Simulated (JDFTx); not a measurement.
Rh(100) slab cut from bulk Rh (space group Fm-3m, indices of the conventional cell, lattice of the Materials Project entry mp-74, not re-optimised): 4 atoms in 4 planes, a 1x1 cell of 7.24 Å² (|a| = 2.691, |b| = 2.691 Å), 5.7 Å between the outermost planes, cell height 21.7 Å, 8×8×1 k mesh, Fermi smearing 0.01 Ha, no spin polarisation.

Method: PBE, GBRV ultrasoft potentials, plane waves to 20/100 Ha, in JDFTx (a modified build). Liquid on both sides: linear PCM (GLSSA13), water, 1 M KF; nuclei fixed, outer atoms relaxed in vacuum. Potentials refer to SHE, placed 4.44 V below the bulk liquid's zero by convention. The model has bare, unreconstructed faces and no explicit solvent. Convergence in thickness and k mesh wasn't tested for this slab.

Task: Predict the potential of zero charge and the surface charge against electrode potential.

Result: The potential of zero charge is 0.34 V vs SHE.

| U (V vs SHE) | μ (eV) | excess electrons per cell | σ (μC/cm², per face) | run |
|---|---|---|---|---|
| -0.19 | -4.25 | 0.072 | -8.0 | fixed charge |
| -0.15 | -4.29 | 0.068 | -7.5 | fixed potential |
| 0.20 | -4.64 | 0.021 | -2.3 | fixed potential |
| 0.34 | -4.78 | 0.000 | 0.0 | neutral |
| 0.50 | -4.94 | -0.024 | 2.7 | fixed potential |
| 0.65 | -5.09 | -0.049 | 5.4 | fixed potential |
